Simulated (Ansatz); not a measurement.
HfO$_{2}$:
```
HfO2
1.0
    0.00000     2.52952     2.52952
    2.52952     0.00000     2.52952
    2.52952     2.52952     0.00000
Hf O
1 2
Direct
  0.00000   0.00000   0.00000
  0.75000   0.75000   0.75000
  0.25000   0.25000   0.25000
```

Relaxed with r²SCAN.

**Question.** Give the Bader charges and basin volumes of the independent atoms, plane-wave PAW r²SCAN (Ansatz code).

**Answer.** 

```csv
atom,Bader charge (e),Bader volume (Å³)
Hf1,+2.77,9.6
O2,-1.39,11.4
```

Space group Fm-3m (fluorite). This is a known high-temperature phase of the composition, computed here at zero pressure and temperature. The r²SCAN relaxation kept the symmetry of its start. At this level the phase is dynamically unstable (imaginary phonons). No spin polarisation was allowed. Spin–orbit coupling is left out wherever it is not named.

Potentials: the earlier of the program's two PAW sets. The files were generated under PBE; for other functionals the program regenerates the frozen cores, and for LDA and PBEsol the local potential too.
